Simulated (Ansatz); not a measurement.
Here is the system:

CdSe (zinc blende), conventional cell a = 6.082 Å, b = 6.082 Å, c = 6.082 Å, α = 90.00°, β = 90.00°, γ = 90.00°. The calculation uses the primitive cell of 2 atoms, to which meshes and values per cell refer.

E(V) scan at fixed shape, V₀ the volume above. Symmetry pins the atoms to their sites.

These are PBEsol (plane waves to 420 eV, PAW, scalar-relativistic; Ansatz, a quantum-chemistry and plane-wave program) values and carry that method's errors. k mesh 9×9×9 (Γ-centred), Fermi-Dirac smearing 0.05 eV. The energy includes the smearing's −TS. Compression counts positive. CdSe was relaxed with its symmetry unable to fall. The PAW data are Ansatz's earlier set. ΔE is measured from the relaxed starting cell.

The scan covers V/V₀ from 0.840 to 1.160 in 13 points.

What is ΔE at V/V₀ = 1.160?

88.3 meV/atom.

What pressure does the cell carry at V/V₀ = 0.840?

13.7 GPa.

What is ΔE at V/V₀ = 0.840?

162.7 meV/atom.

(A scan under strain: stresses follow from slopes of the energy per volume, elastic moduli from its curvatures.)
